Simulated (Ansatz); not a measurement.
The cell comes from COD entry 9007458, which wasn't checked; take it as a given geometry. The listed cell was then made from it by scaling, straining or moving an atom.

NaF: DFT, r2SCAN, PAW with Ansatz's default frozen-core files, scalar-relativistic (Ansatz 0.2.0).

The relaxation starts from this cell:

```xyz
2
Lattice="0.0000 2.3803 2.3803 2.3803 0.0000 2.3803 2.3803 2.3803 0.0000" Properties=species:S:1:pos:R:3 pbc="T T T"
Na    0.0000    0.0000    0.0000
F     2.3803    2.3803    2.3803
```

Output:

```
Engine: ansatz 0.2.0
Pseudopotentials: kind: paw
Pseudopotential: Na, paw, valence charge 9, recommended cutoff 500 eV (meta_gga)
Pseudopotential: F, paw, valence charge 7, recommended cutoff 500 eV (meta_gga)
Functional definition: r2SCAN
  parameter k0 = 0.174
  parameter k1 = 0.065
  parameter a1 = 4.9479
  exchange = r2scan_x(k0 = k0, k1 = k1, a1 = a1)
  correlation = r2scan_c
Crystal: 2 atoms, lattice volume = 26.972 Å³
Basis set: ecut = 500 eV, 701 PW (Γ), exchange–correlation on 100×100×100 points (64 copies of the dense FFT grid, shifted against one another)
Bands: 12, of which v1, the nominal top of the filled ones, is band 8 counted from 1 (7 counted from 0)
Symmetry: 48 space group operations
Space group: Fm-3m (ITA 225), of the structure as read, at distance tolerance 3.0e-5 Å
k-points: 35 of 729
Non-local potential: Na, projectors of the file, l = 0: 3, l = 1: 2, l = 2: 1
Non-local potential: F, projectors of the file, l = 0: 2, l = 1: 2, l = 2: 1
PAW form: soft (Blöchl's): semilocal exchange-correlation on the pseudo side does not see the compensation charge
PAW frozen core: Na, regenerated for the run's functional (the file was generated under x = pbe(κ = 0.804, μ = 0.2195149727645171), c = pbe(β = 0.06672455060314922))
PAW frozen core: F, regenerated for the run's functional (the file was generated under x = pbe(κ = 0.804, μ = 0.2195149727645171), c = pbe(β = 0.06672455060314922))
PAW one-centre angular grid: Na, 302 points (default); XC on 339 of its mesh's 2595 points in the sphere
PAW one-centre angular grid: F, 302 points (default); XC on 160 Gauss nodes
Initial density: superposition of atomic densities (neutral atoms: chi_scale 0, normalization atom), corrected by the library's trained network
Initial wavefunctions: pseudopotential atomic-orbital guess
Functional: x = r2scan, c = r2scan; τ floored in thin density (d = 2e-4 eV/Å³)
SCF iter   1: F=—  HF=-2301.299653 eV  |F-HF|=—  |Δ(HF+E_count)|=         —  Δρ=9.61e-3  dr2=1.63e-2  dr2_τ=2.50e-2  ethr=1.77e-3  ⟨swp⟩=5.9  Hψ=2433  notcnv=0
preconditioner: auto → none  [insulator: Δε(μ)=6.942 eV  Ē_g=27.521 eV  σ=0.020 eV  W_gap=1.00  n_scr=8 (ndim 8)  ℏωp=26.8 eV  f_vac=0.134  D(μ)=0.00/eV (n_scr^D=0)  ε∞_Penn≈1.9]
SCF iter   2: F=—  HF=-2301.330194 eV  |F-HF|=—  |Δ(HF+E_count)|=   3.05e-2  Δρ=4.15e-3  dr2=1.29e-3  dr2_τ=5.53e-4  ethr=1.02e-4  ⟨swp⟩=3.0  Hψ=1227  notcnv=0
SCF iter   3: F=—  HF=-2301.330244 eV  |F-HF|=—  |Δ(HF+E_count)|=   4.99e-5  Δρ=1.18e-3  dr2=2.96e-4  dr2_τ=4.94e-5  ethr=8.06e-6  ⟨swp⟩=2.0  Hψ=805  notcnv=0
SCF iter   4: F=—  HF=-2301.330206 eV  |F-HF|=—  |Δ(HF+E_count)|=   3.80e-5  Δρ=5.32e-4  dr2=1.81e-5  dr2_τ=5.67e-6  ethr=1.85e-6  ⟨swp⟩=2.2  Hψ=538  notcnv=0
SCF iter   5: F=—  HF=-2301.330210 eV  |F-HF|=—  |Δ(HF+E_count)|=   4.06e-6  Δρ=3.66e-5  dr2=5.95e-8  dr2_τ=4.23e-8  ethr=1.13e-7  ⟨swp⟩=2.8  Hψ=673  notcnv=0
SCF iter   6: F=-2301.330210 eV  HF=-2301.330210 eV  |F-HF|=2.67e-9  |Δ(HF+E_count)|=   1.67e-7  Δρ=6.42e-6  dr2=4.51e-9  dr2_τ=8.57e-10  ethr=3.72e-10  ⟨swp⟩=2.0  Hψ=1540  notcnv=0
SCF 1 converged in 6 iterations: F = -2301.330210 eV  dr2 = 4.51e-9
  greatest PAW one-centre occupation: 1.000 electrons in one spin orbital (limit 2), on the Na atom at site 0 (counted from 0), in its partial waves of l = 0
relax step   1: F+E_penalty+E_count = -2301.33021021 eV  Δ(F+E_penalty+E_count) = +0.000e0 eV  max|allowed force component| = 2.146e-29 eV/Å  Δτ_max = 0.0000 Å  P = -4.525 GPa  Ω = 26.972 Å³  (6 SCF iters, dr2 threshold 1.00e-7 eV, accepted)
Crystal: 2 atoms, lattice volume = 25.824 Å³
Basis set: ecut = 500 eV, 645 PW (Γ), exchange–correlation on 100×100×100 points (64 copies of the dense FFT grid, shifted against one another)
Initial density: handed on by an earlier stage of this run
Initial wavefunctions: those handed on with the density
iter 1 solved again at ethr=1.94e-5 eV; its pass at ethr=3.10e-3 eV (dr2=3.10e-3 eV) is discarded
SCF iter   1: F=—  HF=-2301.343695 eV  |F-HF|=—  |Δ(HF+E_count)|=         —  Δρ=3.38e-3  dr2=3.09e-3  dr2_τ=1.37e-2  ethr=1.94e-5  ⟨swp⟩=1.0  Hψ=2908  notcnv=0
automatic band count: iteration 1 solves 11 bands in place of 12: the levels show a gap, and the empty bands left out lie too high to hold charge; the band table lists the bands solved (type scf.n_extra_bands for more)
preconditioner: auto → none  [insulator: Δε(μ)=6.939 eV  Ē_g=26.279 eV  σ=0.020 eV  W_gap=1.00  n_scr=8 (ndim 8)  ℏωp=27.3 eV  f_vac=0.120  D(μ)=0.00/eV (n_scr^D=0)  ε∞_Penn≈2.1]
SCF iter   2: F=—  HF=-2301.357947 eV  |F-HF|=—  |Δ(HF+E_count)|=   1.43e-2  Δρ=1.61e-3  dr2=3.73e-4  dr2_τ=8.84e-5  ethr=1.93e-5  ⟨swp⟩=3.0  Hψ=875  notcnv=0
SCF iter   3: F=—  HF=-2301.357896 eV  |F-HF|=—  |Δ(HF+E_count)|=   5.03e-5  Δρ=5.72e-4  dr2=4.55e-5  dr2_τ=9.06e-6  ethr=2.33e-6  ⟨swp⟩=2.5  Hψ=690  notcnv=0
SCF iter   4: F=—  HF=-2301.357887 eV  |F-HF|=—  |Δ(HF+E_count)|=   9.42e-6  Δρ=2.37e-4  dr2=7.00e-6  dr2_τ=7.44e-7  ethr=2.84e-7  ⟨swp⟩=2.0  Hψ=480  notcnv=0
SCF iter   5: F=-2301.357886 eV  HF=-2301.357886 eV  |F-HF|=3.00e-8  |Δ(HF+E_count)|=   5.21e-7  Δρ=3.52e-5  dr2=1.44e-7  dr2_τ=3.88e-8  ethr=1.25e-9  ⟨swp⟩=3.0  Hψ=1687  notcnv=0
SCF 2 converged in 5 iterations: F = -2301.357886 eV  dr2 = 1.44e-7
relax step   2: F+E_penalty+E_count = -2301.35788635 eV  Δ(F+E_penalty+E_count) = -2.768e-2 eV  max|allowed force component| = 1.235e-29 eV/Å  Δτ_max = 0.0000 Å  P = -2.976 GPa  Ω = 25.824 Å³  energy of the carried Pulay correction = +5.257e-4 eV  (5 SCF iters, dr2 threshold 2.00e-7 eV, accepted)
Crystal: 2 atoms, lattice volume = 23.872 Å³
Basis set: ecut = 500 eV, 609 PW (Γ), exchange–correlation on 100×100×100 points (64 copies of the dense FFT grid, shifted against one another)
iter 1 solved again at ethr=5.18e-5 eV; its pass at ethr=3.10e-3 eV (dr2=8.28e-3 eV) is discarded
SCF iter   1: F=—  HF=-2301.345183 eV  |F-HF|=—  |Δ(HF+E_count)|=         —  Δρ=5.91e-3  dr2=8.26e-3  dr2_τ=4.54e-2  ethr=5.18e-5  ⟨swp⟩=1.2  Hψ=2949  notcnv=0
automatic band count: iteration 1 solves 11 bands in place of 12: the levels show a gap, and the empty bands left out lie too high to hold charge; the band table lists the bands solved (type scf.n_extra_bands for more)
preconditioner: auto → none  [insulator: Δε(μ)=7.366 eV  Ē_g=26.976 eV  σ=0.020 eV  W_gap=1.00  n_scr=8 (ndim 8)  ℏωp=28.4 eV  f_vac=0.105  D(μ)=0.00/eV (n_scr^D=0)  ε∞_Penn≈2.1]
SCF iter   2: F=—  HF=-2301.373790 eV  |F-HF|=—  |Δ(HF+E_count)|=   2.86e-2  Δρ=2.59e-3  dr2=9.90e-4  dr2_τ=2.49e-4  ethr=5.16e-5  ⟨swp⟩=3.0  Hψ=875  notcnv=0
SCF iter   3: F=—  HF=-2301.373692 eV  |F-HF|=—  |Δ(HF+E_count)|=   9.74e-5  Δρ=8.23e-4  dr2=6.06e-5  dr2_τ=1.35e-5  ethr=6.19e-6  ⟨swp⟩=2.0  Hψ=686  notcnv=0
SCF iter   4: F=—  HF=-2301.373701 eV  |F-HF|=—  |Δ(HF+E_count)|=   9.12e-6  Δρ=3.19e-4  dr2=1.39e-5  dr2_τ=1.39e-6  ethr=3.78e-7  ⟨swp⟩=2.1  Hψ=501  notcnv=0
SCF iter   5: F=—  HF=-2301.373699 eV  |F-HF|=—  |Δ(HF+E_count)|=   2.27e-6  Δρ=8.49e-5  dr2=7.71e-7  dr2_τ=1.34e-7  ethr=8.72e-8  ⟨swp⟩=2.0  Hψ=630  notcnv=0
SCF iter   6: F=—  HF=-2301.373699 eV  |F-HF|=—  |Δ(HF+E_count)|=   1.87e-8  Δρ=5.67e-5  dr2=4.54e-7  dr2_τ=4.73e-8  ethr=1.25e-9  ⟨swp⟩=4.6  Hψ=1396  notcnv=0
SCF iter   7: F=-2301.373699 eV  HF=-2301.373699 eV  |F-HF|=1.10e-7  |Δ(HF+E_count)|=   4.51e-8  Δρ=2.98e-5  dr2=1.25e-7  dr2_τ=8.29e-9  ethr=1.25e-9  ⟨swp⟩=2.0  Hψ=1315  notcnv=0
SCF 3 converged in 7 iterations: F = -2301.373699 eV  dr2 = 1.25e-7
relax step   3: F+E_penalty+E_count = -2301.37369886 eV  Δ(F+E_penalty+E_count) = -1.581e-2 eV  max|allowed force component| = 9.425e-30 eV/Å  Δτ_max = 0.0000 Å  P = +0.836 GPa  Ω = 23.872 Å³  energy of the carried Pulay correction = +1.514e-3 eV  (7 SCF iters, dr2 threshold 2.00e-7 eV, accepted)
Crystal: 2 atoms, lattice volume = 24.274 Å³
iter 1 solved again at ethr=2.87e-6 eV; its pass at ethr=3.10e-3 eV (dr2=4.59e-4 eV) is discarded
SCF iter   1: F=—  HF=-2301.371340 eV  |F-HF|=—  |Δ(HF+E_count)|=         —  Δρ=1.39e-3  dr2=4.73e-4  dr2_τ=2.11e-3  ethr=2.87e-6  ⟨swp⟩=1.4  Hψ=2877  notcnv=0
automatic band count: iteration 1 solves 11 bands in place of 12: the levels show a gap, and the empty bands left out lie too high to hold charge; the band table lists the bands solved (type scf.n_extra_bands for more)
preconditioner: auto → none  [insulator: Δε(μ)=7.264 eV  Ē_g=26.512 eV  σ=0.020 eV  W_gap=1.00  n_scr=8 (ndim 8)  ℏωp=28.2 eV  f_vac=0.117  D(μ)=0.00/eV (n_scr^D=0)  ε∞_Penn≈2.1]
SCF iter   2: F=—  HF=-2301.374403 eV  |F-HF|=—  |Δ(HF+E_count)|=   3.06e-3  Δρ=8.08e-4  dr2=7.85e-5  dr2_τ=1.64e-5  ethr=2.87e-6  ⟨swp⟩=2.0  Hψ=770  notcnv=0
SCF iter   3: F=—  HF=-2301.374394 eV  |F-HF|=—  |Δ(HF+E_count)|=   9.39e-6  Δρ=2.67e-4  dr2=1.06e-5  dr2_τ=2.44e-6  ethr=4.91e-7  ⟨swp⟩=2.0  Hψ=526  notcnv=0
SCF iter   4: F=—  HF=-2301.374393 eV  |F-HF|=—  |Δ(HF+E_count)|=   6.38e-7  Δρ=9.35e-5  dr2=7.08e-7  dr2_τ=1.04e-7  ethr=6.63e-8  ⟨swp⟩=2.2  Hψ=495  notcnv=0
SCF iter   5: F=-2301.374393 eV  HF=-2301.374393 eV  |F-HF|=6.94e-9  |Δ(HF+E_count)|=   1.64e-7  Δρ=7.06e-6  dr2=5.76e-9  dr2_τ=2.46e-9  ethr=1.25e-9  ⟨swp⟩=4.0  Hψ=1185  notcnv=0
SCF 4 converged in 5 iterations: F = -2301.374393 eV  dr2 = 5.76e-9
relax step   4: F+E_penalty+E_count = -2301.37439347 eV  Δ(F+E_penalty+E_count) = -6.946e-4 eV  max|allowed force component| = 4.281e-30 eV/Å  Δτ_max = 0.0000 Å  P = -0.099 GPa  Ω = 24.274 Å³  energy of the carried Pulay correction = +1.300e-3 eV  (5 SCF iters, dr2 threshold 2.00e-7 eV, accepted)
Crystal: 2 atoms, lattice volume = 24.231 Å³
iter 1 solved again at ethr=2.88e-8 eV; its pass at ethr=3.10e-3 eV (dr2=4.60e-6 eV) is discarded
SCF iter   1: F=—  HF=-2301.374399 eV  |F-HF|=—  |Δ(HF+E_count)|=         —  Δρ=1.40e-4  dr2=4.91e-6  dr2_τ=2.41e-5  ethr=2.88e-8  ⟨swp⟩=2.5  Hψ=2870  notcnv=0
automatic band count: iteration 1 solves 11 bands in place of 12: the levels show a gap, and the empty bands left out lie too high to hold charge; the band table lists the bands solved (type scf.n_extra_bands for more)
preconditioner: auto → none  [insulator: Δε(μ)=7.286 eV  Ē_g=26.598 eV  σ=0.020 eV  W_gap=1.00  n_scr=8 (ndim 8)  ℏωp=28.2 eV  f_vac=0.117  D(μ)=0.00/eV (n_scr^D=0)  ε∞_Penn≈2.1]
SCF iter   2: F=—  HF=-2301.374430 eV  |F-HF|=—  |Δ(HF+E_count)|=   3.09e-5  Δρ=7.70e-5  dr2=7.12e-7  dr2_τ=1.56e-7  ethr=2.88e-8  ⟨swp⟩=2.0  Hψ=665  notcnv=0
SCF iter   3: F=—  HF=-2301.374430 eV  |F-HF|=—  |Δ(HF+E_count)|=   1.04e-7  Δρ=2.60e-5  dr2=9.69e-8  dr2_τ=2.12e-8  ethr=4.45e-9  ⟨swp⟩=2.9  Hψ=618  notcnv=0
SCF iter   4: F=-2301.374430 eV  HF=-2301.374430 eV  |F-HF|=1.68e-9  |Δ(HF+E_count)|=   6.75e-9  Δρ=9.31e-6  dr2=8.35e-9  dr2_τ=1.04e-9  ethr=1.54e-10  ⟨swp⟩=4.0  Hψ=1189  notcnv=0
SCF 5 converged in 4 iterations: F = -2301.374430 eV  dr2 = 8.35e-9
relax step   5: F+E_penalty+E_count = -2301.37443004 eV  Δ(F+E_penalty+E_count) = -3.656e-5 eV  max|allowed force component| = 6.409e-30 eV/Å  Δτ_max = 0.0000 Å  P = -0.002 GPa  Ω = 24.231 Å³  energy of the carried Pulay correction = +1.323e-3 eV  (4 SCF iters, dr2 threshold 2.47e-8 eV, accepted)
Basis set: ecut = 500 eV, 609 PW (Γ), exchange–correlation on 96×96×96 points (64 copies of the dense FFT grid, shifted against one another)
Initial wavefunctions: pseudopotential atomic-orbital guess (no wavefunctions were taken with the density)
iter 1 solved again at ethr=3.11e-8 eV; its pass at ethr=3.10e-3 eV (dr2=4.98e-6 eV) is discarded
SCF iter   1: F=—  HF=-2301.372739 eV  |F-HF|=—  |Δ(HF+E_count)|=         —  Δρ=4.15e-4  dr2=4.05e-6  dr2_τ=1.58e-5  ethr=3.11e-8  ⟨swp⟩=3.2  Hψ=3605  notcnv=0
preconditioner: auto → none  [insulator: Δε(μ)=7.285 eV  Ē_g=28.036 eV  σ=0.020 eV  W_gap=1.00  n_scr=8 (ndim 8)  ℏωp=28.2 eV  f_vac=0.108  D(μ)=0.00/eV (n_scr^D=0)  ε∞_Penn≈2.0]
SCF iter   2: F=—  HF=-2301.372749 eV  |F-HF|=—  |Δ(HF+E_count)|=   9.94e-6  Δρ=2.01e-4  dr2=1.11e-6  dr2_τ=2.05e-6  ethr=2.53e-8  ⟨swp⟩=2.0  Hψ=529  notcnv=0
SCF iter   3: F=—  HF=-2301.372751 eV  |F-HF|=—  |Δ(HF+E_count)|=   2.39e-6  Δρ=7.07e-5  dr2=5.66e-7  dr2_τ=1.05e-7  ethr=6.97e-9  ⟨swp⟩=2.0  Hψ=665  notcnv=0
SCF iter   4: F=—  HF=-2301.372751 eV  |F-HF|=—  |Δ(HF+E_count)|=   1.02e-7  Δρ=5.46e-6  dr2=1.95e-9  dr2_τ=2.29e-9  ethr=3.54e-9  ⟨swp⟩=2.0  Hψ=533  notcnv=0
SCF iter   5: F=—  HF=-2301.372751 eV  |F-HF|=—  |Δ(HF+E_count)|=   4.10e-9  Δρ=1.24e-6  dr2=9.82e-11  dr2_τ=8.54e-11  ethr=1.22e-11  ⟨swp⟩=2.0  Hψ=665  notcnv=0
SCF iter   6: F=-2301.372751 eV  HF=-2301.372751 eV  |F-HF|=9.09e-13  |Δ(HF+E_count)|=  7.91e-11  Δρ=7.09e-8  dr2=7.22e-13  dr2_τ=1.05e-13  ethr=1.00e-12  ⟨swp⟩=5.0  Hψ=1505  notcnv=0
SCF 6 converged in 6 iterations: F = -2301.372751 eV  dr2 = 7.22e-13
relax step   6: F+E_penalty+E_count = -2301.37275099 eV  Δ(F+E_penalty+E_count) = +1.679e-3 eV  max|allowed force component| = 1.164e-29 eV/Å  Δτ_max = 0.0000 Å  P = +0.034 GPa  Ω = 24.231 Å³  stress off target by 3.43e-2 GPa  SCF on the basis re-selected at this cell (its energy is not comparable with the rows above)  (6 SCF iters)
basis re-selected at this cell: Δ(F+E_penalty+E_count) = +1.679e-3 eV, ΔP = +0.037 GPa vs the last step (what re-selecting the basis moved, of the pressure what is left beyond the Pulay correction that the steps carried, after the strain that the cell walked since its last selection, with what the two solves' SCF thresholds leave and, on support functions, any second-order correction that the steps lacked; it is no measure of the basis error at this ecutwfc). The dense FFT grid was sized anew with the basis: this SCF ran on 24×24×24 points, the steps before it on 25×25×25, so part of this shift can come from that change (see relax.cell in the input reference). This SCF's stress stands 3.43e-2 GPa from its target on what of the cell is left free (relax.cell.stress_tol is 5.00e-2 GPa) and its largest allowed force component is 1.16e-29 eV/Å (relax.f_tol is 5.00e-3 eV/Å): within both
SCF converged after 6 iterations
Free energy (F): -2301.372751 eV
Harris-Foulkes:  -2301.372751 eV  (|F-HF|=9.09e-13)
Internal energy: -2301.372751 eV  (E = F + TS)
E sigma→0 (E₀):  -2301.372751 eV
Fermi energy:    4.242335 eV
--- Per-component energies (eV) ---
  E_band       = -248.879317
  E_kinetic    = 330.965574
  E_local      = -1680.480467  (includes V_loc(G=0)·N_el)
  E_nonlocal   = 188.845140
  E_hartree    = 596.855009
  E_xc         = -117.389828
  E_vxc        = -173.587193  (∫ρ·V_xc dr)
  E_paw        = -470.679873  (= ΣΔE_a)
  E_vpaw       = -122.052841  (= ΣTr[D̂ρ^β])
  E_aug_tail   = 0.000949  (compensation charges beyond the density's cutoff)
  E_vtau       = 13.719511  (kinetic-family band-sum trace: ∫τ·v_τ [+ j·A + Jᵃ·Aᵃ] dr)
  E_ewald      = -1149.431596
  E_core_change = -0.057659  (= ΣΔE_core)
  E_smearing   = -0.000000  (= −TS)
  E_closure    = -0.000000  (closes the sum)
  Σ components = -2301.372751   (vs F -2301.372751, Δ=0.00e0)
--- Forces (eV/Å), atoms counted from 1 ---
  atom   1  Na    -0.00000000     0.00000000     0.00000000
  atom   2  F      0.00000000    -0.00000000    -0.00000000
  max |Σ_I F_I| component: 2.30e-29 eV/Å
--- Stress (GPa, compression-positive) ---
        0.034308      -0.000000      -0.000000
       -0.000000       0.034308      -0.000000
       -0.000000      -0.000000       0.034308
  P = ⅓ Tr σ = 0.0343 GPa (0.343 kbar)
--- PAW observables at the nuclei: V_zz in 10²¹ V/m², potentials from the cell's mean, atoms counted from 1 ---
  atom   1  Na V_zz =    -0.000000   η = 0.0000   by run symmetry: forbidden
            electrostatic potential = -977.620084 V   contact ρ = 5892.720127 e/Å³
  atom   2  F  V_zz =    +0.000000   η = 0.0000   by run symmetry: forbidden
            electrostatic potential = -735.714538 V   contact ρ = 3119.063747 e/Å³
--- Relaxed structure (5 steps of the walk, 5 accepted, 1 SCFs on fresh bases) ---
  F+E_penalty+E_count = -2301.37275099 eV   max|allowed force component| = 1.164e-29 eV/Å   (the final SCF, on the basis selected at the relaxed cell)
  cell:  # Å, volume = 24.2309 Å³
    - [-1.7419799106021434e-33, 2.2967467569268254, 2.2967467569268254]
    - [2.2967467569268254, -2.2754024765839737e-33, 2.2967467569268254]
    - [2.2967467569268254, 2.2967467569268254, -1.058882000586115e-33]
  atoms:
    - { symbol: Na, position: [4.635565322520273e-36, -7.58547052775557e-36, -1.8542261290294195e-35] }
    - { symbol: F, position: [0.5, 0.5, 0.5] }
```
